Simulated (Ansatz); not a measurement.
AlIn2N3: enthalpy against pressure

AlIn2N3, Cmc2_1, a = 10.291 Å, b = 5.923 Å, c = 5.500 Å. The structure is a Materials Project entry; whether it is the stable form wasn't checked. Ansatz: PBE, PAW, 420 eV, Γ-centred 6×6×6 mesh on 12 atoms, Gaussian smearing 0.02 eV; no spin polarisation. Cell and atoms are relaxed at each pressure, and no other structure is tried, so the rows at high pressure may lie past a change of phase. y is the enthalpy over the state at zero pressure; there V0 = 13.968 Å³/atom. The pressures are the targets, met within 0.02 GPa.

| P (GPa) | y (eV/atom) |
| --- | --- |
| -1.0 | -0.0875 |
| 0.0 | 0.0000 |
| 1.0 | 0.0869 |
| 4.0 | 0.3441 |
| 12.0 | ? |
| 25.0 | 2.0314 |

Problem. Fit y = c1 P + c2 P² + c3 P³ to the other rows, say what c1 and c2 mean, and predict the missing value.

Solution. Least squares on the rows shown. y = 0.087196 P − 0.00030334 P² + 2.6289×10⁻⁶ P³. Since dH/dP = V, c1 is V0: 0.087196 eV/GPa × 160.2 = 13.969 Å³ against 13.968; c2 = −V0/(2B0) gives B0 = 144 GPa, where a Birch–Murnaghan fit to the volumes of the same runs (not shown) gives 144 GPa. At P = 12.0 the fit asked for gives 1.0072 eV/atom. The run gave 1.0080 eV/atom, so the fit is 0.0008 eV/atom too low, 0.038 % of the span of the series, against an rms of 0.00001 eV/atom on the fitted rows. With a term in P⁴ added, a fit to the same known rows (none to spare) predicts 1.0066 eV/atom, further off still.